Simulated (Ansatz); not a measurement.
**Phonons of TiAl3-type ZrGa3**

Level of theory: DFT, PBEsol, scalar-relativistic, no spin polarisation; plane waves to 420 eV with PAW datasets (Ansatz 0.2.0), Gaussian smearing of 0.15 eV; PAW files: Ansatz's generated set soft_2.

```
Zr Ga
1.0
    -1.93153    1.93153    4.51570
     1.93153   -1.93153    4.51570
     1.93153    1.93153   -4.51570
Zr Ga
1 3
Direct
  0.00000 0.00000 0.00000
  0.50000 0.50000 0.00000
  0.75000 0.25000 0.50000
  0.25000 0.75000 0.50000
```

The compound is reported in the structure type of the start.

Force constants come from finite displacements in a 2×2×2 supercell (the unit cell's 12×12×12 k-mesh, folded to it); the long-range dipole term is not included. Points in reciprocal vectors of this cell: Γ = (0.000, 0.000, 0.000), X = (0.000, 0.000, 0.500), P = (0.250, 0.250, 0.250), N = (0.000, 0.500, 0.000), M = (0.500, 0.500, -0.500), S = (0.296, 0.704, -0.296), S0 = (-0.296, 0.296, 0.296), R = (-0.091, 0.091, 0.500), G = (0.500, 0.500, -0.091).

Frequencies at the named points (cm⁻¹, imaginary ones negative):
```
point                                        ω (cm⁻¹)
    Γ        0 0 0 57 102 102 138 167 167 213 250 250
    X    58 86 86 103 115 136 148 165 195 212 261 263
    P    59 85 88 109 109 142 142 163 199 210 262 262
    N  62 118 131 131 145 152 161 188 194 199 204 210
    M     83 83 97 97 104 145 157 164 164 192 257 257
    S  71 122 127 136 141 157 159 174 190 193 217 222
   S0  71 122 127 136 141 157 159 174 190 193 217 222
    R    63 86 95 114 123 138 148 163 193 208 254 261
    G    63 86 95 114 123 138 148 163 193 208 254 261
```

Is the structure dynamically stable along this path, and where does the spectrum end?

Yes: no branch is imaginary beyond numerical noise. The highest frequency is 263 cm⁻¹, at X. Points that don't fit the supercell are interpolated.

What does the harmonic approximation give for the vibrational free energy, entropy and heat capacity?

Zero-point energy 28.4 meV/atom.
| T (K) | F_vib (meV/atom) | S (J/K per mole of atoms) | C_V (J/K per mole of atoms) |
| --- | --- | --- | --- |
| 100 | 23.9 | 12.0 | 16.8 |
| 200 | 3.8 | 25.9 | 22.4 |
| 300 | -28.2 | 35.2 | 23.7 |
| 400 | -68.5 | 42.2 | 24.3 |
| 500 | -115.1 | 47.6 | 24.5 |
| 600 | -166.8 | 52.1 | 24.6 |
| 700 | -222.8 | 55.9 | 24.7 |
| 800 | -282.5 | 59.2 | 24.8 |
| 900 | -345.3 | 62.1 | 24.8 |
| 1000 | -411.1 | 64.7 | 24.8 |

The highest mode, 263 cm⁻¹, is worth 380 K. At 300 K the heat capacity has reached 95 % of the classical limit 3R = 24.9 J/K per mole of atoms: a mode at k_BT already holds 92 % of its classical share, and one at 1.5 k_BT 83 %.

The crystal is a metal or nearly so; low and unstable modes depend on mesh and smearing.

Cost: 22 min on 4 threads of Arm Neoverse V2, on a shared host, peak memory 7.2 GiB.
